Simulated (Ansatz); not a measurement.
**Relaxing Zn in the hcp type**

First guess:

```xyz
2
Lattice="2.5999 0.0000 0.0000 -1.3000 2.2516 0.0000 0.0000 0.0000 4.2119" Properties=species:S:1:pos:R:3 pbc="T T T"
Zn    0.0000    1.5011    1.0530
Zn    1.3000    0.7505    3.1589
```

Computed with DFT, PBE, PAW with Ansatz's default frozen-core files, scalar-relativistic (Ansatz 0.2.0).

Cell and atoms relax within the symmetry of the start on a 18×18×10 k mesh with 0.08 eV Fermi–Dirac smearing.

The start is built from a prototype, known or not as a phase of this compound; the cutoff is 420 eV.

(1) What is the pressure of the first guess?

(2) What does it relax to?

(3) How much energy does the relaxation release?

Results:

(1) 22.9 GPa.

(2) a = 2.635 Å, b = 2.635 Å, c = 5.093 Å, α = 90.00°, β = 90.00°, γ = 120.00° (conventional cell), 15.32 Å³ per atom:
```xyz
2
Lattice="2.6354 0.0000 0.0000 -1.3177 2.2823 0.0000 0.0000 0.0000 5.0927" Properties=species:S:1:pos:R:3 pbc="T T T"
Zn    0.0000    1.5215    1.2732
Zn    1.3177    0.7608    3.8195
```

(3) 169 meV/atom.
